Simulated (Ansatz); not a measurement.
Relaxed-ion elastic tensor of BeS (rock salt, Fm-3m) in GPa (Voigt order), the program Ansatz at the PBE level (PAW); density 2.75 g/cm³, 12.40 Å³ per atom.

|  | 1 | 2 | 3 | 4 | 5 | 6 |
|---|---|---|---|---|---|---|
| 1 | 176 | 73.7 | 73.7 | 0.0 | 0.0 | 0.0 |
| 2 | 73.7 | 176 | 73.7 | 0.0 | 0.0 | 0.0 |
| 3 | 73.7 | 73.7 | 176 | 0.0 | 0.0 | 0.0 |
| 4 | 0.0 | 0.0 | 0.0 | 116 | 0.0 | 0.0 |
| 5 | 0.0 | 0.0 | 0.0 | 0.0 | 116 | 0.0 |
| 6 | 0.0 | 0.0 | 0.0 | 0.0 | 0.0 | 116 |

### Question
Is the crystal mechanically stable?

### Answer
Yes: the smallest eigenvalue of C is 102 GPa.

### Question
Work out the Voigt, Reuss and Hill averages.

### Answer
K_V = 108, K_R = 108, K_H = 108; G_V = 90.3, G_R = 76.9, G_H = 83.6 GPa.

### Question
Give Young's modulus, Poisson's ratio, Pugh's ratio and the universal anisotropy index.

### Answer
E = 9KG/(3K + G) = 199 GPa; ν = 0.19; K/G = 1.29 (brittle by the Pugh limit of 1.75); A_U = 5G_V/G_R + K_V/K_R − 6 = 0.87.

### Question
Estimate the sound speeds and the Debye temperature.

### Answer
v_l = √((K + 4G/3)/ρ) = 8930 m/s, v_t = √(G/ρ) = 5510 m/s, mean 6080 m/s; Θ = (h/k)(3n/4πV)^(1/3) v_m = 782 K.

### Question
Give the Zener ratio and Young's modulus along [100], [110] and [111].

### Answer
A = 2C44/(C11 − C12) = 2.28; 1/E = S11 − 2(S11 − S12 − S44/2)Γ with Γ = 0, 1/4, 1/3 gives 132, 208, 257 GPa.

### Question
Solve the Christoffel equation for the three sound speeds along [100], [110], [111].

### Answer
Eigenvalues of C_ijkl n_j n_l equal ρv². In km/s, slowest first: [100] 6.51, 6.51, 7.99; [110] 4.31, 6.51, 9.36; [111] 5.15, 5.15, 9.78.

The cell is a constructed one: a structure type filled with these elements; neither database checked (COD, Materials Project) lists it. COD files the formula under space group No. 216, so this cell is another polymorph or a model. Its standing as an ambient phase is unchecked. Symmetry was held in the PBE relaxation. At this level the phase is dynamically unstable (imaginary phonons).

Potentials: the later of the program's two PAW sets.
